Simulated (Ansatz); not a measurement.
**Computed properties of GaN**

GaN:
```cif
data_Ga3N3
_chemical_formula_sum 'Ga3 N3'
_space_group_name_H-M_alt 'P6222'
_space_group_IT_number 180
_space_group_name_Hall 'P 62 2 (0 0 4)'
_cell_length_a 3.11890
_cell_length_b 3.11890
_cell_length_c 7.36783
_cell_angle_alpha 90.000
_cell_angle_beta 90.000
_cell_angle_gamma 120.000
loop_
_atom_site_label
_atom_site_type_symbol
_atom_site_symmetry_multiplicity
_atom_site_Wyckoff_symbol
_atom_site_fract_x
_atom_site_fract_y
_atom_site_fract_z
_atom_site_occupancy
Ga1 Ga 3 d 0.50000 0.00000 0.50000 1
N1 N 3 c 0.50000 0.00000 0.00000 1
```

Space group P6_222 (No. 180); conventional cell a = b = 3.1189 Å, c = 7.3678 Å, α = β = 90.00°, γ = 120.00°.

Method: HSE06 (plane waves, PAW; program Ansatz). Structure relaxed to zero pressure with the same functional. Other levels are named where they apply.

Cell and energy:

* **Volume per atom**: 10.34 Å³
* **Density**: 6.72 g/cm³

Electronic structure:

- Band gap = 2.69 eV (indirect)
- Valence-band maximum = at A
- Conduction-band minimum = at Γ
- Smallest direct gap on the standard path = 2.74 eV

Mechanics:

Bulk modulus (Birch–Murnaghan fit): 211 GPa
Pressure derivative B′: 4.3

Charges:

- Bader charges = Ga +1.65, N -1.65 e

The cell is a constructed one: a structure type filled with these elements; neither database checked (COD, Materials Project) lists it. It is not the phase usual at ambient conditions (space group No. 186, 216). The cell was relaxed with HSE06 under the symmetry of its start; whether a distortion lowers the energy is not shown. The hybrid was solved on a coarse mesh, the path and, where they were found, the r²SCAN edge points; its band edges are the extreme levels among these. Spin–orbit coupling is left out wherever it is not named.

Potentials: the later of the program's two PAW sets.
